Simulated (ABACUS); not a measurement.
A self-consistent single point of SnO2 (P4_2/mnm, 6 atoms in the cell; from Materials Project mp-856, changed as shown).

```xyz
6
Lattice="4.6695 0.0000 0.0000 0.0000 4.6695 0.0000 0.0000 0.0000 3.1433" Properties=species:S:1:pos:R:3 pbc="T T T"
Sn     2.3348     2.3348     1.5717
Sn     0.0000     0.0000     0.0000
O      0.9060     3.7635     1.5717
O      3.7635     0.9060     1.5717
O      3.2408     3.2408     0.0000
O      1.4287     1.4287     0.0000
```

Computed with PBE, PseudoDojo 0.5 standard norm-conserving PBE (tails mended) pseudopotentials (plane waves; ABACUS).

ABACUS settings:

- KPT = Gamma 5 5 7 0 0 0
- basis_type = pw
- dft_functional = PBE
- ecutwfc = 84 Ry
- smearing_method = fd
- smearing_sigma = 0.000734986 Ry
- potentials = PseudoDojo 0.5 standard norm-conserving PBE (tails mended)
- symmetry = 1
- symmetry_prec = 1e-05
- ks_solver = dav_subspace
- scf_nmax = 100
- scf_thr = 1.0e-09 Ry
- mixing_type = broyden
- mixing_beta = 0.4

Results:

```
Property                                                 Result
------------------------------------------------  -------------
Number of valence electrons                                  52
Number of bands                                              36
Number of k-points after the program's reduction             24
Number of plane waves (most at a k-point)                  6036
Number of SCF iterations                                     10
FFT grid                                           54 × 54 × 36
Free energy E − TS                                -6091.1413 eV
Pressure                                              21.43 GPa
Largest force (vector length)                        0.242 eV/Å
```

Forces (eV/Å):
```csv
atom,Fx,Fy,Fz
Sn1,0.000,0.000,0.000
Sn2,0.000,0.000,0.000
O3,0.171,-0.171,0.000
O4,-0.171,0.171,0.000
O5,0.171,0.171,0.000
O6,-0.171,-0.171,0.000
```

Stress (GPa, positive for compression):
```
19.66   0.00   0.00
 0.00  19.66   0.00
 0.00   0.00  24.99
```

For comparison: a first run was changed to give this one (lattice scaled by 0.98), and from it to this one the free energy rises by 60.7 meV/atom, the pressure goes from 6.56 to 21.43 GPa and the largest force goes from 0.018 to 0.242 eV/Å.

The structure comes from a collection of computed structures, made at another level of theory; the collection holds predicted forms beside known ones. At this pressure the cell is far from its equilibrium volume at this level.

Cost on one core: around 60 core-seconds (rough).

“Tails mended”: in these copies of the files the far tail of each local potential was reset to the Coulomb form.
